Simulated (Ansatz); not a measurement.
Data:

Ga$_{2}$PN:
```cif
data_Ga2NP
_chemical_formula_sum 'Ga2 P1 N1'
_space_group_name_H-M_alt 'P 1'
_space_group_IT_number 1
_cell_length_a 3.51446
_cell_length_b 3.51446
_cell_length_c 5.83350
_cell_angle_alpha 90.000
_cell_angle_beta 90.000
_cell_angle_gamma 120.000
loop_
_space_group_symop_operation_xyz
  'x, y, z'
loop_
_atom_site_label
_atom_site_type_symbol
_atom_site_fract_x
_atom_site_fract_y
_atom_site_fract_z
_atom_site_occupancy
Ga1 Ga 0.00000 0.00000 0.46773 1
Ga2 Ga 0.66667 0.33333 0.03791 1
P1 P 0.00000 0.00000 0.87092 1
N1 N 0.66667 0.33333 0.37344 1
```

This is the r²SCAN-relaxed structure.

Task: All from the program Ansatz at the r²SCAN level (PAW), unless another level is named. Estimate the electronic character.

Result: metallic (no gap).

Task: Give the formation energy from the elements (no fitted shifts).

Result: -0.28 eV/atom.

Task: Next, the density of states at the Fermi level?

Result: 0.06 states/eV per atom (mean over ±0.08 eV).

Task: Give the gap with spin–orbit coupling.

Result: none (metallic).

Space group P3m1. The start of the workflow was typed in or built on a structure type; neither database checked (COD, Materials Project) lists it. Its standing as an ambient phase is unchecked. The cell was relaxed with r²SCAN under the symmetry of its start; its stability against distortions is not shown here. The references are the lowest solids computed at this level, not always the standard phases (solids in place of the gases). Scalar-relativistic: spin–orbit coupling is off unless named, which matters more the heavier the elements.

Potentials: the later of the program's two PAW sets.
